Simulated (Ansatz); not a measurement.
The cell below belongs to a search over invented structures; it isn't taken from experiment.

Input and command of a plane-wave DFT calculation in Ansatz:

```yaml
crystal:
  lattice:
    - [3.3916845324, 0.0264890276, -0.058034435]
    - [-1.6729020954, 2.8171014407, -0.0266610257]
    - [-0.2341357989, -0.2593802792, 13.0141271383]
  atoms:
    - { symbol: Zr, position: [0.6657053048, 0.3551342537, 0.7968545554] }
    - { symbol: Zr, position: [0.3388853299, 0.658498535, 0.6068315327] }
    - { symbol: Zr, position: [0.3155979885, 0.6739297384, 0.2014665057] }
    - { symbol: Zr, position: [0.6727797556, 0.3321287754, 0.3976316433] }
    - { symbol: Zr, position: [0.015104275, -0.0042330922, 0.0032144166] }
    - { symbol: "N", position: [-0.0044557321, 0.9962901082, 0.6983330862] }
    - { symbol: "N", position: [0.9963830784, -0.0117483184, 0.2956682602] }
basis:
  ecutwfc: 420
kpoints:
  mp_grid: { grid: [6, 6, 2] }
hamiltonian:
  xc: pbe
scf:
  occupations: { method: gaussian, width: 0.2 }
  lower_state_search: "off"
output:
  forces: true
  stress: true
  eigenvalues: true
relax:
  adjacent_minimum: "off"
  f_tol: 0.025
  max_steps: 60
  cell: { stress_tol: 0.25 }
```

```bash
ansatz run input.yaml --threads 1 --pin off --max-ram 2560MiB --backend cpu --events-out ev --progress --plain --runs-dir out
```

Processor: Intel(R) Xeon(R) 6975P-C (Granite Rapids), 1 thread, on a host shared with other jobs.

Question: How long does it run, and how much memory does it take?

Answer: About 65 s, peak memory 0.48 GiB. It solves 42 bands at 40 k points (after reduction by symmetry) with about 2447 plane waves (on the last cell), in 43 SCF iterations over 6 ionic steps.
